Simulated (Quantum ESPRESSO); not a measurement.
pw.x input (Quantum ESPRESSO 7.5; PBEsol, PseudoDojo standard norm-conserving files, scalar-relativistic):

```
&CONTROL
  calculation = 'scf'
  pseudo_dir = './pseudo'
  outdir = './out'
  tprnfor = .true.
  tstress = .true.
/
&SYSTEM
  ibrav = 0
  nat = 8
  ntyp = 2
  ecutwfc = 84.0
  ecutrho = 336.0
  occupations = 'smearing'
  smearing = 'fd'
  degauss = 0.002
  nbnd = 42
/
&ELECTRONS
  conv_thr = 8e-10
/
ATOMIC_SPECIES
F 18.9984 F.upf
Sn 118.7100 Sn.upf
CELL_PARAMETERS angstrom
  0.000000000000   4.380541099000   4.380541099000
  4.380541099000   0.000000000000   4.380541099000
  4.380541099000   4.380541099000   0.000000000000
ATOMIC_POSITIONS crystal
F   0.728702867200   0.271297132800   0.728702867200
F   0.271297132800   0.728702867200   0.271297132800
F   0.728702867200   0.271297132800   0.271297132800
F   0.271297132800   0.728702867200   0.728702867200
F   0.728702867200   0.728702867200   0.271297132800
F   0.271297132800   0.271297132800   0.728702867200
Sn   0.500000000000   0.500000000000   0.500000000000
Sn   0.000000000000   0.000000000000   0.000000000000
K_POINTS automatic
6 6 6 0 0 0
```

End of the output:

```
     total energy              =    -609.72520643 Ry
     estimated scf accuracy    <       0.00000074 Ry
     total energy              =    -609.72520658 Ry
     estimated scf accuracy    <          1.5E-09 Ry
     total energy              =    -609.72520659 Ry
     estimated scf accuracy    <          1.0E-09 Ry
[...]
     the Fermi energy is     3.0157 ev
!    total energy              =    -609.72520659 Ry
     estimated scf accuracy    <          2.6E-11 Ry
     smearing contrib. (-TS)   =      -0.00000000 Ry
     internal energy E=F+TS    =    -609.72520659 Ry
     The total energy is F=E-TS. E is the sum of the following terms:
     one-electron contribution =    -419.85707252 Ry
     hartree contribution      =     244.99513262 Ry
     xc contribution           =    -152.43698046 Ry
     ewald contribution        =    -282.42628623 Ry
     convergence has been achieved in  10 iterations
     Forces acting on atoms (cartesian axes, Ry/au):
     atom    1 type  1   force =    -0.00000000   -0.00595966    0.00000000
     atom    2 type  1   force =    -0.00000000    0.00595966    0.00000000
     atom    3 type  1   force =     0.00595966    0.00000000    0.00000000
     atom    4 type  1   force =    -0.00595966    0.00000000   -0.00000000
     atom    5 type  1   force =     0.00000000    0.00000000   -0.00595966
     atom    6 type  1   force =     0.00000000    0.00000000    0.00595966
     atom    7 type  2   force =     0.00000000    0.00000000    0.00000000
     atom    8 type  2   force =     0.00000000    0.00000000    0.00000000
     Total force =     0.014598     Total SCF correction =     0.000005
     Computing stress (Cartesian axis) and pressure
          total   stress  (Ry/bohr**3)                   (kbar)     P=      -16.71
  -0.00011358   0.00000000   0.00000000          -16.71        0.00        0.00
   0.00000000  -0.00011358   0.00000000            0.00      -16.71        0.00
   0.00000000   0.00000000  -0.00011358            0.00        0.00      -16.71
```
In a gapped system the printed Fermi energy is only some level inside the gap.

Spin-orbit coupling is not included.

Geometry relaxed with PBE+D3(BJ).
